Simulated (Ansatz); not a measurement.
ScPtN₂ in space group R-3m (No. 166; Sc on 3b, Pt on 3a, N on 6c), PBE in the plane-wave PAW code Ansatz, all energies at zero smearing, with the estimated change up to a 700 eV cutoff added, with one set of potentials and settings (totals compare only within such a set). Cell of 4 atoms (1 Sc, 1 Pt, 2 N): -15429.430 eV.

| element | reference phase | E (eV/atom) |
|---|---|---|
| Sc | P6_3/mmc, 2 atoms in the cell | -2135.8109 |
| Pt | Fm-3m, 1 atoms in the cell | -12524.7059 |
| N | Pa-3, 8 atoms in the cell | -384.0342 |

Formation energy per atom, worked out: (-15429.430 − 1×(-2135.8109) − 1×(-12524.7059) − 2×(-384.0342))/4 = -0.211 eV/atom (-20 kJ per mol of atoms), at 0 K, without zero-point energy or fitted corrections.

The start of the workflow was typed in or built on a structure type; neither database checked (COD, Materials Project) lists it. Its standing as an ambient phase is unchecked. Symmetry was held in the PBE relaxation; its stability against distortions is not shown here. The run is not spin-polarised. The references are the lowest solids computed at this level, not always the standard phases (solids in place of the gases). Spin–orbit coupling is left out wherever it is not named.

Potentials: the earlier of the program's two PAW sets.
